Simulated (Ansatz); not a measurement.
NaCl (rock salt, Fm-3m), a = b = c = 5.6073 Å, α = β = γ = 90.00°; the cell used has 2 atoms.

Relaxed with r²SCAN.

Tabulate the valence density and the electron localisation function along the shortest Na–Cl contact (2.80 Å), DFT-r²SCAN in the program Ansatz with PAW potentials.



```
distance from Na (Å)  density (e/Å³)   ELF
--------------------  --------------  ----
0.28                           15.30  0.41
0.42                            7.89  0.56
0.56                            2.72  0.60
0.70                            0.70  0.51
0.84                            0.25  0.21
0.98                            0.12  0.03
1.12                            0.08  0.02
1.26                            0.09  0.09
1.40                            0.14  0.43
1.54                            0.22  0.72
1.68                            0.37  0.82
1.82                            0.61  0.86
1.96                            0.97  0.88
2.10                            1.41  0.86
2.24                            1.72  0.81
2.38                            1.63  0.67
2.52                            1.14  0.42
```

The density is the valence pseudo-density with augmentation charge, so density and ELF within about 1 Å of a nucleus are not all-electron values.

The r²SCAN relaxation kept the symmetry of its start; of distortions, only those at the zone centre were tested.

Potentials: the earlier of the program's two PAW sets.
